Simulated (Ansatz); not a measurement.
Calculation for LuSb (rocksalt type): DFT, PBEsol, PAW with Ansatz's default frozen-core files, scalar-relativistic (Ansatz 0.2.0). This run: cell relaxed at zero pressure.

The start is a guessed cell of a prototype that needn't be stable.

Command: `ansatz run input.yaml --threads 1 --pin off --max-ram 2048MiB --backend cpu --events-out ev --progress --plain --runs-dir out` It took 29 s on 1 thread of Arm Neoverse V2, on a shared host, peak memory 0.47 GiB.

```yaml
crystal:
  lattice:
    - [0.0, 3.0377230688, 3.0377230688]
    - [3.0377230688, 0.0, 3.0377230688]
    - [3.0377230688, 3.0377230688, 0.0]
  atoms:
    - { symbol: Lu, position: [0.0, 0.0, 0.0] }
    - { symbol: Sb, position: [0.5, 0.5, 0.5] }
kpoints:
  mp_grid: { grid: [12, 12, 12] }
scf:
  occupations: { method: fermi_dirac, width: 0.1 }
hamiltonian:
  xc: pbesol
  pseudopotentials: { kind: paw }
output:
  forces: true
  stress: true
  write_density: true
  write_potential: true
  elf: true
  volumetric_format: npy
relax:
  f_tol: 0.005
  max_steps: 40
  cell: {}
```

Output:

```
Engine: ansatz 0.2.0
Pseudopotentials: kind: paw
Pseudopotential: Lu, paw, valence charge 25, recommended cutoff 420 eV (normal), Lu.paw.azcp
Pseudopotential: Sb, paw, valence charge 15, recommended cutoff 420 eV (normal), Sb.paw.azcp
Functional definition: PBEsol
  exchange = pbesol_x
  correlation = pbesol_c
Crystal: 2 atoms, lattice volume = 56.063 Å³
Basis set: ecut = 420 eV, 1067 PW (Γ), exchange–correlation on 60×60×60 points (8 copies of the dense FFT grid, shifted against one another)
Bands: 24, of which v1, the nominal top of the filled ones, is band 20 counted from 1 (19 counted from 0)
Symmetry: 48 space group operations
Space group: Fm-3m (ITA 225), of the structure as read, at distance tolerance 3.8e-5 Å
k-points: 72 of 1728
Non-local potential: Lu, projectors of the file, l = 0: 3, l = 1: 2, l = 2: 2, l = 3: 3
Non-local potential: Sb, projectors of the file, l = 0: 2, l = 1: 2, l = 2: 2, l = 3: 2
PAW form: soft (Blöchl's): semilocal exchange-correlation on the pseudo side does not see the compensation charge
PAW frozen core: Lu, regenerated for the run's functional, and the local potential with it (the file was generated under x = pbe(κ = 0.804, μ = 0.2195149727645171), c = pbe(β = 0.06672455060314922))
PAW frozen core: Sb, regenerated for the run's functional, and the local potential with it (the file was generated under x = pbe(κ = 0.804, μ = 0.2195149727645171), c = pbe(β = 0.06672455060314922))
PAW one-centre angular grid: Lu, 590 points (default); XC on 64 Gauss nodes
PAW one-centre angular grid: Sb, 590 points (default); XC on 64 Gauss nodes
Initial density: superposition of atomic densities (neutral atoms: chi_scale 0, normalization atom), corrected by the library's trained network
Initial wavefunctions: pseudopotential atomic-orbital guess
Functional: x = pbesol(κ = 0.804, μ = 0.12345679012345678), c = pbesol(β = 0.046)
SCF iter   1: F=—  HF=-21021.616787 eV  |F-HF|=—  |Δ(HF+E_count)|=         —  Δρ=2.55e-3  dr2=3.16e-3  ethr=1.77e-3  ⟨swp⟩=5.2  Hψ=8191  notcnv=0
preconditioner: auto → Kerker (q_TF=auto, 2.579 Å⁻¹)  [metal: Δε(μ)=0.156 eV  Ē_g=17.252 eV  σ=0.100 eV  W_gap=0.37  n_scr=14 (ndim 8)  ℏωp=30.6 eV  f_vac=0.000  D(μ)=0.28/eV (n_scr^D=0)]
SCF iter   2: F=—  HF=-21021.613011 eV  |F-HF|=—  |Δ(HF+E_count)|=   3.78e-3  Δρ=1.52e-3  dr2=1.36e-3  ethr=7.89e-6  ⟨swp⟩=2.9  Hψ=4546  notcnv=0
SCF iter   3: F=—  HF=-21021.612532 eV  |F-HF|=—  |Δ(HF+E_count)|=   4.80e-4  Δρ=9.56e-4  dr2=5.67e-4  ethr=3.41e-6  ⟨swp⟩=2.4  Hψ=3367  notcnv=0
SCF iter   4: F=—  HF=-21021.612406 eV  |F-HF|=—  |Δ(HF+E_count)|=   1.25e-4  Δρ=4.34e-4  dr2=1.31e-4  ethr=1.42e-6  ⟨swp⟩=2.0  Hψ=2573  notcnv=0
SCF iter   5: F=—  HF=-21021.612374 eV  |F-HF|=—  |Δ(HF+E_count)|=   3.24e-5  Δρ=1.12e-4  dr2=5.36e-6  ethr=3.29e-7  ⟨swp⟩=2.2  Hψ=3143  notcnv=0
SCF iter   6: F=—  HF=-21021.612370 eV  |F-HF|=—  |Δ(HF+E_count)|=   3.60e-6  Δρ=2.83e-5  dr2=5.80e-7  ethr=1.34e-8  ⟨swp⟩=2.7  Hψ=3414  notcnv=0
SCF iter   7: F=-21021.612370 eV  HF=-21021.612370 eV  |F-HF|=4.95e-8  |Δ(HF+E_count)|=   3.09e-7  Δρ=1.24e-5  dr2=8.69e-8  ethr=2.50e-10  ⟨swp⟩=9.7  Hψ=17607  notcnv=0
SCF 1 converged in 7 iterations: F = -21021.612370 eV  dr2 = 8.69e-8
  greatest PAW one-centre occupation: 0.998 electrons in one spin orbital (limit 2), on the Lu atom at site 0 (counted from 0), in its partial waves of l = 0
relax step   1: F+E_penalty+E_count = -21021.61237000 eV  Δ(F+E_penalty+E_count) = +0.000e0 eV  max|allowed force component| = 1.191e-28 eV/Å  Δτ_max = 0.0000 Å  P = -2.468 GPa  Ω = 56.063 Å³  (7 SCF iters, dr2 threshold 1.00e-7 eV, accepted)
Crystal: 2 atoms, lattice volume = 52.263 Å³
Basis set: ecut = 420 eV, 965 PW (Γ), exchange–correlation on 60×60×60 points (8 copies of the dense FFT grid, shifted against one another)
Initial density: handed on by an earlier stage of this run
Initial wavefunctions: those handed on with the density
iter 1 solved again at ethr=3.91e-5 eV; its pass at ethr=3.10e-3 eV (dr2=1.57e-2 eV) is discarded
SCF iter   1: F=—  HF=-21021.625775 eV  |F-HF|=—  |Δ(HF+E_count)|=         —  Δρ=3.82e-3  dr2=1.64e-2  ethr=3.91e-5  ⟨swp⟩=1.9  Hψ=12274  notcnv=0
preconditioner: auto → Kerker (q_TF=auto, 2.609 Å⁻¹)  [metal: Δε(μ)=0.119 eV  Ē_g=17.370 eV  σ=0.100 eV  W_gap=0.27  n_scr=14 (ndim 8)  ℏωp=31.7 eV  f_vac=0.000  D(μ)=0.32/eV (n_scr^D=0)]
SCF iter   2: F=—  HF=-21021.621703 eV  |F-HF|=—  |Δ(HF+E_count)|=   4.07e-3  Δρ=2.47e-3  dr2=7.18e-3  ethr=3.91e-5  ⟨swp⟩=1.9  Hψ=1827  notcnv=0
SCF iter   3: F=—  HF=-21021.619673 eV  |F-HF|=—  |Δ(HF+E_count)|=   2.03e-3  Δρ=7.70e-4  dr2=3.58e-4  ethr=1.79e-5  ⟨swp⟩=2.1  Hψ=3124  notcnv=0
SCF iter   4: F=—  HF=-21021.619636 eV  |F-HF|=—  |Δ(HF+E_count)|=   3.70e-5  Δρ=3.05e-4  dr2=6.19e-5  ethr=8.95e-7  ⟨swp⟩=3.4  Hψ=4385  notcnv=0
SCF iter   5: F=—  HF=-21021.619552 eV  |F-HF|=—  |Δ(HF+E_count)|=   8.41e-5  Δρ=2.17e-4  dr2=3.79e-5  ethr=1.55e-7  ⟨swp⟩=3.0  Hψ=4138  notcnv=0
SCF iter   6: F=—  HF=-21021.619540 eV  |F-HF|=—  |Δ(HF+E_count)|=   1.21e-5  Δρ=9.54e-5  dr2=7.23e-6  ethr=9.48e-8  ⟨swp⟩=2.0  Hψ=3119  notcnv=0
SCF iter   7: F=—  HF=-21021.619536 eV  |F-HF|=—  |Δ(HF+E_count)|=   3.46e-6  Δρ=4.21e-5  dr2=1.40e-6  ethr=1.81e-8  ⟨swp⟩=2.2  Hψ=3212  notcnv=0
SCF iter   8: F=-21021.619536 eV  HF=-21021.619536 eV  |F-HF|=6.79e-8  |Δ(HF+E_count)|=   3.89e-7  Δρ=1.38e-5  dr2=1.01e-7  ethr=5.00e-10  ⟨swp⟩=10.5  Hψ=17895  notcnv=0
SCF 2 converged in 8 iterations: F = -21021.619536 eV  dr2 = 1.01e-7
relax step   2: F+E_penalty+E_count = -21021.61953576 eV  Δ(F+E_penalty+E_count) = -7.166e-3 eV  max|allowed force component| = 1.584e-29 eV/Å  Δτ_max = 0.0000 Å  P = +2.223 GPa  Ω = 52.263 Å³  energy of the carried Pulay correction = +9.920e-4 eV  (8 SCF iters, dr2 threshold 2.00e-7 eV, accepted)
Crystal: 2 atoms, lattice volume = 53.997 Å³
iter 1 solved again at ethr=9.40e-6 eV; its pass at ethr=3.10e-3 eV (dr2=3.76e-3 eV) is discarded
SCF iter   1: F=—  HF=-21021.631583 eV  |F-HF|=—  |Δ(HF+E_count)|=         —  Δρ=1.82e-3  dr2=3.92e-3  ethr=9.40e-6  ⟨swp⟩=2.0  Hψ=11811  notcnv=0
preconditioner: auto → Kerker (q_TF=auto, 2.595 Å⁻¹)  [metal: Δε(μ)=0.155 eV  Ē_g=17.377 eV  σ=0.100 eV  W_gap=0.37  n_scr=14 (ndim 8)  ℏωp=31.2 eV  f_vac=0.000  D(μ)=0.28/eV (n_scr^D=0)]
[... lines left out ...]
SCF iter   3: F=—  HF=-21021.629619 eV  |F-HF|=—  |Δ(HF+E_count)|=   6.70e-8  Δρ=1.71e-5  dr2=4.20e-8  ethr=3.83e-10  ⟨swp⟩=2.4  Hψ=3290  notcnv=0
SCF iter   4: F=—  HF=-21021.629619 eV  |F-HF|=—  |Δ(HF+E_count)|=   5.60e-9  Δρ=3.49e-6  dr2=2.36e-9  ethr=1.05e-10  ⟨swp⟩=2.0  Hψ=3101  notcnv=0
SCF iter   5: F=—  HF=-21021.629619 eV  |F-HF|=—  |Δ(HF+E_count)|=   1.20e-9  Δρ=8.22e-7  dr2=1.44e-10  ethr=5.91e-12  ⟨swp⟩=3.1  Hψ=3688  notcnv=0
SCF iter   6: F=—  HF=-21021.629619 eV  |F-HF|=—  |Δ(HF+E_count)|=  7.28e-11  Δρ=2.39e-7  dr2=3.46e-11  ethr=1.00e-12  ⟨swp⟩=2.2  Hψ=3063  notcnv=0
SCF iter   7: F=-21021.629619 eV  HF=-21021.629619 eV  |F-HF|=0.00e0  |Δ(HF+E_count)|=  7.28e-12  Δρ=8.74e-8  dr2=6.90e-12  ethr=1.00e-12  ⟨swp⟩=8.5  Hψ=12153  notcnv=0
SCF 5 converged in 7 iterations: F = -21021.629619 eV  dr2 = 6.90e-12
relax step   5: F+E_penalty+E_count = -21021.62961853 eV  Δ(F+E_penalty+E_count) = +5.425e-4 eV  max|allowed force component| = 2.072e-28 eV/Å  Δτ_max = 0.0000 Å  P = -0.009 GPa  Ω = 53.902 Å³  stress off target by 8.66e-3 GPa  SCF on the basis re-selected at this cell (its energy is not comparable with the rows above)  (7 SCF iters)
basis re-selected at this cell: Δ(F+E_penalty+E_count) = +5.425e-4 eV, ΔP = -0.003 GPa vs the last step (what re-selecting the basis moved, of the pressure what is left beyond the Pulay correction that the steps carried, after the strain that the cell walked since its last selection, with what the two solves' SCF thresholds leave and, on support functions, any second-order correction that the steps lacked; it is no measure of the basis error at this ecutwfc). This SCF's stress stands 8.66e-3 GPa from its target on what of the cell is left free (relax.cell.stress_tol is 5.00e-2 GPa) and its largest allowed force component is 2.07e-28 eV/Å (relax.f_tol is 5.00e-3 eV/Å): within both
SCF converged after 7 iterations
Free energy (F): -21021.629619 eV
Harris-Foulkes:  -21021.629619 eV  (|F-HF|=0.00e0)
Internal energy: -21021.619617 eV  (E = F + TS)
E sigma→0 (E₀):  -21021.624618 eV
Entropy (-TS):   -0.010001 eV (-5.001 meV/atom)
Fermi energy:    12.823816 eV
--- Per-component energies (eV) ---
  E_band       = -147.244084
  E_kinetic    = 628.847958
  E_local      = -8433.691205  (includes V_loc(G=0)·N_el)
  E_nonlocal   = 947.297957
  E_hartree    = 3606.922906
  E_xc         = -355.271582
  E_vxc        = -355.938631  (∫ρ·V_xc dr)
  E_paw        = -11756.659827  (= ΣΔE_a)
  E_vpaw       = -147.605861  (= ΣTr[D̂ρ^β])
  E_aug_tail   = 0.000032  (compensation charges beyond the density's cutoff)
  E_ewald      = -5660.589881
  E_core_change = 1.524025  (= ΣΔE_core)
  E_smearing   = -0.010001  (= −TS)
  E_closure    = -0.000000  (closes the sum)
  Σ components = -21021.629619   (vs F -21021.629619, Δ=0.00e0)
--- Forces (eV/Å), atoms counted from 1 ---
  atom   1  Lu    -0.00000000     0.00000000     0.00000000
  atom   2  Sb     0.00000000    -0.00000000     0.00000000
  max |Σ_I F_I| component: 3.93e-28 eV/Å
--- Stress (GPa, compression-positive) ---
       -0.008663      -0.000000      -0.000000
       -0.000000      -0.008663      -0.000000
       -0.000000      -0.000000      -0.008663
  P = ⅓ Tr σ = -0.0087 GPa (-0.087 kbar)
--- Band table (eV; the first three rows and the last of 72) ---
  k-point 0: bands = ["-43.5742", "-15.2362", "-15.2362", "-15.1964", "-15.1964", "-15.1964", "-14.2424", "-14.2424", "-14.2424", "2.2439", "7.6240", "7.6240", "7.6240", "7.6416", "7.6734", "7.6734", "7.6734", "13.7713", "13.7713", "13.7713", "14.0282", "14.0282", "14.0282", "14.8271"]
  k-point 1: bands = ["-43.5741", "-15.2408", "-15.2408", "-15.1967", "-15.1962", "-15.1962", "-14.2468", "-14.2373", "-14.2373", "2.3300", "7.6229", "7.6264", "7.6264", "7.6426", "7.6720", "7.6720", "7.6735", "12.7675", "13.1578", "13.1578", "14.2203", "14.2203", "14.4516", "15.4579"]
  k-point 2: bands = ["-43.5738", "-15.2533", "-15.2533", "-15.1978", "-15.1955", "-15.1955", "-14.2589", "-14.2238", "-14.2238", "2.5809", "7.6201", "7.6332", "7.6332", "7.6452", "7.6683", "7.6683", "7.6737", "11.4482", "12.4075", "12.4075", "14.4934", "14.4934", "14.6049", "16.5460"]
  k-point 71: bands = ["-43.5722", "-15.2793", "-15.2349", "-15.1955", "-15.1955", "-15.1878", "-14.2835", "-14.2835", "-14.2166", "4.0917", "7.6381", "7.6494", "7.6494", "7.6601", "7.6601", "7.6628", "7.6798", "10.0176", "10.0176", "10.0993", "15.2866", "15.4396", "15.4396", "17.0065"]
--- Relaxed structure (4 steps of the walk, 4 accepted, 1 SCFs on fresh bases) ---
  F+E_penalty+E_count = -21021.62961853 eV   max|allowed force component| = 2.072e-28 eV/Å   (the final SCF, on the basis selected at the relaxed cell)
  cell:  # Å, volume = 53.9025 Å³
    - [-1.9107645123358455e-34, 2.9981926357038593, 2.9981926357038593]
    - [2.9981926357038593, 6.623983642764267e-34, 2.9981926357038593]
    - [2.9981926357038593, 2.9981926357038593, -1.082766556990313e-33]
  atoms:
    - { symbol: Lu, position: [6.128709686200188e-34, -7.396718586792909e-34, -2.1133481676715364e-35] }
    - { symbol: Sb, position: [0.49999999999999994, 0.49999999999999994, 0.49999999999999994] }
```

Next run (the series' base cell), as changes to the input before:

```diff
   lattice:
-    - [0.0, 3.0377230688, 3.0377230688]
-    - [3.0377230688, 0.0, 3.0377230688]
-    - [3.0377230688, 3.0377230688, 0.0]
+    - [0.0, 2.9981926357, 2.9981926357]
+    - [2.9981926357, 0.0, 2.9981926357]
+    - [2.9981926357, 2.9981926357, 0.0]
   atoms:
   mp_grid: { grid: [12, 12, 12] }
+  band_path:
+    path:
+      - [0.0, 0.0, 0.0]
+      - [0.5, 0.0, 0.5]
+      - [0.625, 0.25, 0.625]
+      - [0.375, 0.375, 0.75]
+      - [0.0, 0.0, 0.0]
+      - [0.5, 0.5, 0.5]
+      - [0.5, 0.25, 0.75]
+      - [0.5, 0.0, 0.5]
+    npoints: 8
 scf:
   stress: true
-  write_density: true
-  write_potential: true
-  elf: true
-  volumetric_format: npy
-relax:
-  f_tol: 0.005
-  max_steps: 40
-  cell: {}
+  eigenvalues: true
+  populations: true
+  dos: { projected: true, de: 0.2, e_range: [-14, 8] }
```

Results part of the output:

```
SCF 1 converged in 8 iterations: F = -21021.629619 eV  dr2 = 2.71e-9
  greatest PAW one-centre occupation: 0.998 electrons in one spin orbital (limit 2), on the Lu atom at site 0 (counted from 0), in its partial waves of l = 0
NSCF: frozen V_eff on 57 k-points
SCF converged after 8 iterations
Free energy (F): -21021.629619 eV
Harris-Foulkes:  -21021.629619 eV  (|F-HF|=3.48e-9)
Internal energy: -21021.619617 eV  (E = F + TS)
E sigma→0 (E₀):  -21021.624618 eV
Entropy (-TS):   -0.010001 eV (-5.001 meV/atom)
Fermi energy:    12.823824 eV
--- Per-component energies (eV) ---
  E_band       = -147.244115
  E_kinetic    = 628.847596
  E_local      = -8433.691568  (includes V_loc(G=0)·N_el)
  E_nonlocal   = 947.296376
  E_hartree    = 3606.923218
  E_xc         = -355.271499
  E_vxc        = -355.938522  (∫ρ·V_xc dr)
  E_paw        = -11756.657916  (= ΣΔE_a)
  E_vpaw       = -147.605487  (= ΣTr[D̂ρ^β])
  E_aug_tail   = 0.000032  (compensation charges beyond the density's cutoff)
  E_ewald      = -5660.589881
  E_core_change = 1.524025  (= ΣΔE_core)
  E_smearing   = -0.010001  (= −TS)
  E_closure    = -0.000000  (closes the sum)
  Σ components = -21021.629619   (vs F -21021.629619, Δ=0.00e0)
--- Forces (eV/Å), atoms counted from 1 ---
  atom   1  Lu    -0.00000000    -0.00000000    -0.00000000
  atom   2  Sb     0.00000000     0.00000000     0.00000000
  max |Σ_I F_I| component: 8.28e-29 eV/Å
--- Stress (GPa, compression-positive) ---
       -0.008584       0.000000      -0.000000
       -0.000000      -0.008584       0.000000
        0.000000       0.000000      -0.008584
  P = ⅓ Tr σ = -0.0086 GPa (-0.086 kbar)
--- Band table (eV; the first three rows and the last of 72) ---
  k-point 0: bands = ["-43.5741", "-15.2362", "-15.2362", "-15.1964", "-15.1964", "-15.1964", "-14.2423", "-14.2423", "-14.2423", "2.2439", "7.6240", "7.6240", "7.6240", "7.6416", "7.6734", "7.6734", "7.6734", "13.7713", "13.7713", "13.7713", "14.0282", "14.0282", "14.0282", "14.8272"]
  k-point 1: bands = ["-43.5740", "-15.2408", "-15.2408", "-15.1968", "-15.1962", "-15.1962", "-14.2468", "-14.2373", "-14.2373", "2.3300", "7.6229", "7.6264", "7.6264", "7.6426", "7.6720", "7.6720", "7.6735", "12.7675", "13.1578", "13.1578", "14.2203", "14.2203", "14.4517", "15.4579"]
  k-point 2: bands = ["-43.5737", "-15.2534", "-15.2534", "-15.1978", "-15.1955", "-15.1955", "-14.2589", "-14.2237", "-14.2237", "2.5809", "7.6201", "7.6332", "7.6332", "7.6452", "7.6683", "7.6683", "7.6737", "11.4482", "12.4075", "12.4075", "14.4934", "14.4934", "14.6049", "16.5461"]
  k-point 71: bands = ["-43.5722", "-15.2793", "-15.2349", "-15.1956", "-15.1956", "-15.1878", "-14.2834", "-14.2834", "-14.2166", "4.0917", "7.6381", "7.6494", "7.6494", "7.6601", "7.6601", "7.6628", "7.6798", "10.0176", "10.0176", "10.0993", "15.2866", "15.4396", "15.4396", "17.0065"]
--- Löwdin populations: 2 sites ---
  site symbol       q [e]
     0     Lu     24.7289
     1     Sb     15.2173
  spilling = 0.001346 (of n_electrons = 40.000000)
```

Next run (volume at 0.92 of the series' base cell), as changes to the input before:

```diff
   lattice:
-    - [0.0, 2.9981926357, 2.9981926357]
-    - [2.9981926357, 0.0, 2.9981926357]
-    - [2.9981926357, 2.9981926357, 0.0]
+    - [0.0, 2.9160086563, 2.9160086563]
+    - [2.9160086563, 0.0, 2.9160086563]
+    - [2.9160086563, 2.9160086563, 0.0]
   atoms:
```

Command: `ansatz run input.yaml --threads 1 --pin off --max-ram 2048MiB --backend cpu --events-out ev --progress --plain --runs-dir out` It took 8 s on 1 thread of Arm Neoverse V2, with other jobs on the host, peak memory 0.45 GiB.

Results part of the output:

```
SCF 1 converged in 8 iterations: F = -21021.546125 eV  dr2 = 6.07e-10
  greatest PAW one-centre occupation: 0.998 electrons in one spin orbital (limit 2), on the Lu atom at site 0 (counted from 0), in its partial waves of l = 0
NSCF: frozen V_eff on 57 k-points
SCF converged after 8 iterations
Free energy (F): -21021.546125 eV
Harris-Foulkes:  -21021.546125 eV  (|F-HF|=1.58e-8)
Internal energy: -21021.535280 eV  (E = F + TS)
E sigma→0 (E₀):  -21021.540702 eV
Entropy (-TS):   -0.010845 eV (-5.422 meV/atom)
Fermi energy:    14.135441 eV
--- Per-component energies (eV) ---
  E_band       = -90.183466
  E_kinetic    = 633.283820
  E_local      = -8174.911997  (includes V_loc(G=0)·N_el)
  E_nonlocal   = 947.236552
  E_hartree    = 3505.570505
  E_xc         = -357.072335
  E_vxc        = -358.321834  (∫ρ·V_xc dr)
  E_paw        = -11757.039505  (= ΣΔE_a)
  E_vpaw       = -148.610500  (= ΣTr[D̂ρ^β])
  E_aug_tail   = 0.000033  (compensation charges beyond the density's cutoff)
  E_ewald      = -5820.126376
  E_core_change = 1.524025  (= ΣΔE_core)
  E_smearing   = -0.010845  (= −TS)
  E_closure    = -0.000000  (closes the sum)
  Σ components = -21021.546125   (vs F -21021.546125, Δ=0.00e0)
--- Forces (eV/Å), atoms counted from 1 ---
  atom   1  Lu    -0.00000000     0.00000000    -0.00000000
  atom   2  Sb     0.00000000    -0.00000000     0.00000000
  max |Σ_I F_I| component: 8.64e-29 eV/Å
--- Stress (GPa, compression-positive) ---
        6.659686      -0.000000       0.000000
       -0.000000       6.659686      -0.000000
        0.000000       0.000000       6.659686
  P = ⅓ Tr σ = 6.6597 GPa (66.597 kbar)
--- Band table (eV; the first three rows and the last of 72) ---
  k-point 0: bands = ["-41.9679", "-13.9664", "-13.9664", "-13.9168", "-13.9168", "-13.9168", "-12.6674", "-12.6674", "-12.6674", "3.1892", "9.1863", "9.1863", "9.1863", "9.2171", "9.2560", "9.2560", "9.2560", "15.3264", "15.3264", "15.3264", "15.3372", "15.3372", "15.3372", "16.2625"]
  k-point 1: bands = ["-41.9678", "-13.9721", "-13.9721", "-13.9172", "-13.9165", "-13.9165", "-12.6741", "-12.6610", "-12.6610", "3.2870", "9.1842", "9.1894", "9.1894", "9.2183", "9.2541", "9.2541", "9.2561", "14.1840", "14.5787", "14.5787", "15.5606", "15.5606", "15.9093", "17.0158"]
  k-point 2: bands = ["-41.9673", "-13.9875", "-13.9875", "-13.9186", "-13.9154", "-13.9154", "-12.6924", "-12.6438", "-12.6438", "3.5722", "9.1781", "9.1983", "9.1983", "9.2218", "9.2492", "9.2492", "9.2564", "12.8080", "13.7480", "13.7480", "15.8483", "15.8483", "16.0877", "18.2278"]
  k-point 71: bands = ["-41.9648", "-14.0191", "-13.9639", "-13.9154", "-13.9154", "-13.9044", "-12.7277", "-12.7277", "-12.6395", "5.2825", "9.2017", "9.2225", "9.2225", "9.2364", "9.2364", "9.2461", "9.2600", "11.2116", "11.2116", "11.3373", "16.9147", "16.9147", "16.9337", "18.6468"]
--- Löwdin populations: 2 sites ---
  site symbol       q [e]
     0     Lu     24.8602
     1     Sb     15.0893
  spilling = 0.001260 (of n_electrons = 40.000000)
```

Spin–orbit coupling is left out, which matters for the heavy atoms. The PAW files were made under PBE.
